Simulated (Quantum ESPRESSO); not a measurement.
ZnGaAlSiN4, a curve over strain

Simulated, not a measurement. The program is pw.x of Quantum ESPRESSO 7.5 (plane-wave density functional theory). The cell is made up: 8 atoms on a zincblende/diamond lattice, with randomly drawn elements, strain and displacements, not relaxed. PseudoDojo standard norm-conserving files (v0.5 for PBE, v0.4.1 for LDA and PBEsol) set the functional; there is no spin polarisation, spin-orbit coupling or dispersion term, and the masses in the input are unused placeholders.

Seven runs add a strain to one cell (the same linear strain along x, y and z); the atoms follow the cell and are not relaxed. Stress in the table is positive in tension.

Input of the run at -0.0005:

```
&control calculation='scf', pseudo_dir='./dojo.nc.sr.pbe.v0_5.standard.upf', outdir='./o', disk_io='medium', tprnfor=.true., tstress=.true. /
&system ibrav=0, nat=8, ntyp=5, nbnd=36, ecutwfc=84.00895049, nosym=.true., tot_charge=0,
 occupations='smearing', smearing='fd', degauss=0.0018374661
/
&electrons conv_thr=7.350e-09, electron_maxstep=60, /
ATOMIC_SPECIES
Al 1.0 Al.upf
Ga 1.0 Ga.upf
N 1.0 N.upf
Si 1.0 Si.upf
Zn 1.0 Zn.upf
CELL_PARAMETERS angstrom
4.5046 -0.0319 -0.0057
-0.0319 4.4768 0.0372
-0.0057 0.0372 4.5842
ATOMIC_POSITIONS angstrom
Zn -0.0226 0.0677 -0.0406
Ga 0.0496 2.2649 2.3381
Al 2.2958 -0.0138 2.3358
Si 2.2345 2.2274 -0.0402
N 1.013 1.177 1.2365
N 1.1089 3.4645 3.491
N 3.3202 1.0593 3.48
N 3.3464 3.3383 1.1795
K_POINTS automatic
4 4 4 1 1 1
```

```
added strain  free energy less that of the input shown (eV)  stress xx (GPa)  stress yy (GPa)  stress zz (GPa)  stress xy (GPa)  pressure (GPa)  next band up at Gamma (eV)  iterations
     -0.0165                                        -0.1036            -0.99            -1.97             1.82            -0.34            0.38                       1.707          13
     -0.0091                                        -0.0838             2.90             1.98             5.82            -0.57           -3.56                       1.568          13
     -0.0005                                         0.0000             6.93             6.07             9.94            -0.80           -7.64                       1.407          13
     +0.0021                                         0.0372             8.05             7.21            11.08            -0.86           -8.78                       1.359          13
     +0.0159                                         0.3181            13.34            12.58            16.45            -1.16          -14.12                       1.108          13
     +0.0191                                         0.4020            14.41            13.67            17.54            -1.22          -15.21                       1.051          13
```

Question: one run is left out of the table, at +0.0109. Estimate its stress xx (GPa).

Answer: 11.55. The whole row:

```
added strain  free energy less that of the input shown (eV)  stress xx (GPa)  stress yy (GPa)  stress zz (GPa)  stress xy (GPa)  pressure (GPa)  next band up at Gamma (eV)  iterations
     +0.0109                                         0.2005            11.55            10.76            14.64            -1.05          -12.31                       1.198          13
```

A cubic fit gives a slope of stress xx against the added strain of 437 GPa at zero added strain, with the atoms clamped. Across the table the free energy follows the integral of the stress to within 1.1 meV. A rerun of one of the cells at 1437 eV and a 6 x 6 x 6 mesh moved values by no more than 0.003 eV in energy, 0.02 GPa in stress and 0.002 eV/Å in force. The band column is the level of band 31 at Gamma less that of band 30, whose number is half the electron count, rounded up; it comes from a band step after each run.